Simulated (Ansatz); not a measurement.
Given:

FeSi2:
```cif
data_FeSi2
_chemical_formula_sum 'Fe1 Si2'
_space_group_name_H-M_alt 'P 1'
_space_group_IT_number 1
_cell_length_a 2.67656
_cell_length_b 2.67656
_cell_length_c 5.10617
_cell_angle_alpha 90.000
_cell_angle_beta 90.000
_cell_angle_gamma 90.000
loop_
_space_group_symop_operation_xyz
  'x, y, z'
loop_
_atom_site_label
_atom_site_type_symbol
_atom_site_fract_x
_atom_site_fract_y
_atom_site_fract_z
_atom_site_occupancy
Fe1 Fe 0.00000 0.00000 0.00000 1
Si1 Si 0.50000 0.50000 0.72817 1
Si2 Si 0.50000 0.50000 0.27183 1
```

This is the PBEsol-relaxed structure.

Q: All from the program Ansatz at the PBEsol level (PAW), unless another level is named. Estimate the electronic character.

A: metallic (no gap).

Q: And the density of states at the Fermi level?

A: 0.29 states/eV per atom (mean over ±0.08 eV).

Q: Next, the formation energy from the elements (no fitted shifts)?

A: -0.51 eV/atom.

Space group P4/mmm. The first step of the workflow began from a Materials Project structure, measured or hypothetical; the Crystallography Open Database files this formula in space group No. 123, but the cells were not matched. Whether it is the stable phase at ambient conditions was not checked. Symmetry was held in the PBEsol relaxation; of distortions, only those at the zone centre were tested. The run is not spin-polarised. The references are the lowest solids computed at this level, not always the standard phases.

Potentials: the later of the program's two PAW sets.
